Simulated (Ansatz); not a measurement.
Input:

PbS:
```xyz
8
Lattice="12.0417 0.0000 0.0000 0.0000 4.2091 0.0000 0.0000 0.0000 4.3447" Properties=species:S:1:pos:R:3 pbc="T T T"
Pb    10.4995     1.0523     0.8269
Pb     1.5422     3.1569     3.5179
Pb     7.5630     3.1569     2.9992
Pb     4.4787     1.0523     1.3455
S      7.7498     1.0523     0.5126
S      4.2919     3.1569     3.8321
S     10.3128     3.1569     2.6850
S      1.7289     1.0523     1.6597
```

This is the r²SCAN+D4-relaxed structure. Tensor components refer to the Cartesian frame of this cell.

Task: All from the program Ansatz at the r²SCAN+D4 level (PAW), unless another level is named. Predict the hole effective mass.

Result: 0.28, 0.35, 1.0 mₑ (principal values).

Task: Predict the conduction-band minimum.

Result: on the Γ–Z line, 85 % of the way from Γ (k = 0.000, 0.000, 0.424) (2 equivalent valleys).

Task: Predict the weight of the valence-edge state by species (Voronoi cells).

Result: S 75 %, Pb 25 %.

Task: Predict the valence-band maximum.

Result: on the Γ–Z line, 82 % of the way from Γ (k = 0.000, 0.000, 0.411).

Space group Pnma. The workflow started from a Materials Project entry (that database holds measured and hypothetical structures alike); the Crystallography Open Database copy checked does not list it. It is not the phase usual at ambient conditions (space group No. 225). Symmetry was held in the r²SCAN+D4 relaxation; of distortions, only those at the zone centre were tested. Scalar-relativistic: spin–orbit coupling is off unless named, which matters more the heavier the elements.

Potentials: the earlier of the program's two PAW sets.

Edges and masses are those of Kohn–Sham bands, whose gap is no quasiparticle gap.
